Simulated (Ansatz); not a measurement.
NaH:
```yaml
crystal:
  lattice:
    - [0.00000, 2.39733, 2.39733]
    - [2.39733, 0.00000, 2.39733]
    - [2.39733, 2.39733, 0.00000]
  atoms:
    - { symbol: Na, position: [0.00000, 0.00000, 0.00000] }
    - { symbol: H, position: [0.50000, 0.50000, 0.50000] }
```

Relaxed with r²SCAN. Special points in fractions of this cell's reciprocal vectors: Γ (0.000, 0.000, 0.000); X (0.500, 0.000, 0.500); U (0.625, 0.250, 0.625); K (0.375, 0.375, 0.750); L (0.500, 0.500, 0.500); W (0.500, 0.250, 0.750).

Q: List the band energies nearest the valence-band maximum at these points for plane-wave PAW r²SCAN (Ansatz code).

A: In eV from the valence-band maximum; about four levels below and three above (degenerate sets whole), none deeper than 8.9 eV; … stands for higher levels left out; points with the same levels are listed once.

| k | below | above |
|---|---|---|
| Γ | -3.64 | 11.63 … |
| X | -0.17 | 5.22 10.93 … |
| U | -0.11 | 5.95 7.10 12.13 |
| L | -0.86 | 4.40 11.85 … |
| W | 0.00 | 6.68 6.68 9.35 |

Space group Fm-3m (rock salt). Symmetry was held in the r²SCAN relaxation; phonons on a q-mesh show no instability.

Potentials: the later of the program's two PAW sets.
